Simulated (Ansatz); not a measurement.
Property card for WO3

WO3:
```
WO3
1.0
    3.77622     0.00000     0.00000
    0.00000     3.77622     0.00000
    0.00000     0.00000     3.77622
W O
1 3
Direct
  0.00000   0.00000   0.00000
  0.00000   0.00000   0.50000
  0.50000   0.00000   0.00000
  0.00000   0.50000   0.00000
```

Space group Pm-3m (No. 221), ReO3 type; conventional cell a = b = c = 3.776 Å, α = β = γ = 90.00°.

Method: LDA in the plane-wave PAW code Ansatz. Geometry: relaxed at this level of theory. Other levels are named where they apply.

**Cell and energy**

- Volume per atom = 13.46 Å³
- Density = 7.15 g/cm³
- Formation energy from the elements (no fitted shifts) = -2.22 eV/atom

**Electronic structure**

- Band gap: 0.55 eV (indirect)
- Valence-band maximum: at R
- Conduction-band minimum: at Γ
- Smallest direct gap on the standard path: 1.61 eV
- Electron effective mass, band 1 of 3 at the edge: 18 along [100], 0.34 along [110], 0.26 along [111] (mₑ)
- Electron effective mass, band 2 of 3 at the edge: 0.15 along [100], 0.27 along [110], 0.21 along [111] (mₑ)
- Electron effective mass, band 3 of 3 at the edge: 0.15 along [100], 0.15 along [110], 0.21 along [111] (mₑ)

**Mechanics**

* **Bulk modulus (Birch–Murnaghan fit)**: 260 GPa
* **Pressure derivative B′**: 4.5
* **Elastic constants (relaxed ions, GPa)**: C11 = 684, C12 = 48.9, C44 = 70.2
* **Mechanical stability**: stable (all eigenvalues of C positive)
* **Hill bulk and shear moduli**: 261 and 136 GPa
* **Young's modulus**: 347 GPa
* **Poisson's ratio**: 0.28
* **Debye temperature from the elastic constants**: 607 K

**Dielectric response**

Electronic dielectric constant ε∞ (DFPT): 9.23
Born charges (a third of the trace): W +13.23, O -4.41 e

**Phonons**

Highest zone-centre frequency (without LO–TO term): 17.75 THz
Zone-centre stability: unstable, softest mode 275i cm⁻¹
Dynamical stability on the path: unstable, down to 292i cm⁻¹

The workflow started from a Materials Project entry (that database holds measured and hypothetical structures alike); the Crystallography Open Database copy checked does not list it. COD files the formula under space group No. 2, 14, 62, 129, 130, 191. Its standing as an ambient phase is unchecked. The LDA relaxation kept the symmetry of its start. No spin polarisation was allowed. No Hubbard U is applied. The references are the lowest solids computed at this level, not always the standard phases (solids in place of the gases). Scalar-relativistic: spin–orbit coupling is off unless named, which matters more the heavier the elements.

Potentials: the later of the program's two PAW sets.
